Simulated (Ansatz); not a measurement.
TiN (rock salt)

```cif
data_N4Ti4
_chemical_formula_sum 'N4 Ti4'
_space_group_name_H-M_alt 'Fm-3m'
_space_group_IT_number 225
_space_group_name_Hall '-F 4 2 3'
_cell_length_a 4.23251
_cell_length_b 4.23251
_cell_length_c 4.23251
_cell_angle_alpha 90.000
_cell_angle_beta 90.000
_cell_angle_gamma 90.000
loop_
_atom_site_label
_atom_site_type_symbol
_atom_site_symmetry_multiplicity
_atom_site_Wyckoff_symbol
_atom_site_fract_x
_atom_site_fract_y
_atom_site_fract_z
_atom_site_occupancy
N1 N 4 a 0.00000 0.00000 0.00000 1
Ti1 Ti 4 b 0.50000 0.50000 0.50000 1
```
(The calculation used a cell of 2 atoms; values per cell refer to that cell.)

Equation-of-state scan: isotropic scaling of the cell above, V₀ being its volume. Symmetry pins the atoms to their sites.

Method: r2SCAN (plane waves to 500 eV, PAW, scalar-relativistic; Ansatz, a first-principles code). k mesh 19×19×19 (Γ-centred), Fermi-Dirac smearing 0.05 eV. The energy includes the smearing's −TS. TiN is run without spin polarisation. TiN was relaxed with its symmetry unable to fall. The zero of ΔE is the relaxed starting cell.

Q: What ΔE (meV/atom) does the calculation give at V/V₀ = 0.867, 0.893, 1.053, 1.107, 1.133, 1.160?

A: 
```
V/V₀   ΔE (meV/atom)
-----  -------------
0.867            199
0.893            121
1.053             23
1.107             83
1.133            125
1.160            173
```

(Under strain, the slope of the energy per volume gives the stress and its curvature an elastic modulus.)
